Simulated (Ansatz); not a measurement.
A generator proposed this cell of MnSiSe3.

```
Mn Si Se
1.0
     4.85417    0.00000    0.00000
     0.00000    4.85417    0.00000
     0.00000    0.00000    4.85417
Mn Si Se
1 1 3
Direct
  0.50000 0.50000 0.50000
  0.00000 0.00000 0.00000
  0.50000 0.00000 0.50000
  0.00000 0.50000 0.50000
  0.50000 0.50000 0.00000
```

Level of theory: DFT PBE, scalar-relativistic, plane waves, PAW in Ansatz. Cutoff 420 eV; k points 4×4×4 on the computed 5-atom cell (Γ-centred); Gaussian smearing, width 0.10 eV; collinear spin from starting moments 4.0 0.0 0.0 0.0 0.0 μB.

Energies over the elements count from the elements' standard structures at the same level, with no fitted energy shifts.

Problem. What does a single point on this coarse mesh give?

Solution. The pressure is -1.1 GPa (it wants to contract), the largest force is 0.00 eV/Å (symmetry fixes the atoms), and the energy is +0.38 eV/atom against the elements. The shortest distance is 2.43 Å.

Problem. How much does it gain on relaxing, and where does it end?

Solution. Relaxing gains under 0.1 eV/atom (the start's value is from the coarse mesh, so the gain is rough) in 4 ionic steps and ends at +0.38 eV/atom on the finer mesh. The symmetry stays Pm-3m (No. 221). The end has the cubic perovskite type. The volume per atom shrinks by 1.8 %, from 22.9 to 22.5 Å³. The shortest distance goes from 2.43 Å (Mn–Se) to 2.41 Å (Mn–Se). Conventional cell: a = 4.825 Å. Mn is surrounded by 6 Se at 2.41 Å; Si has 12 Se at 3.41 Å (long against covalent radii, as for large ions); Se is surrounded by 2 Mn at 2.41 Å, 4 Si at 3.41 Å and 8 Se at 3.41 Å.

The last run used collinear spin, an 8×8×8 mesh for its 5-atom cell and Gaussian smearing of 0.10 eV. No Hubbard U is applied to the 3d shell of Mn. The reference form of Se is held partly by dispersion forces, which this level lacks. Another magnetic order may lie lower. The relaxation can't lower the symmetry of the start. A structure relaxed within its symmetry needn't be a true minimum.
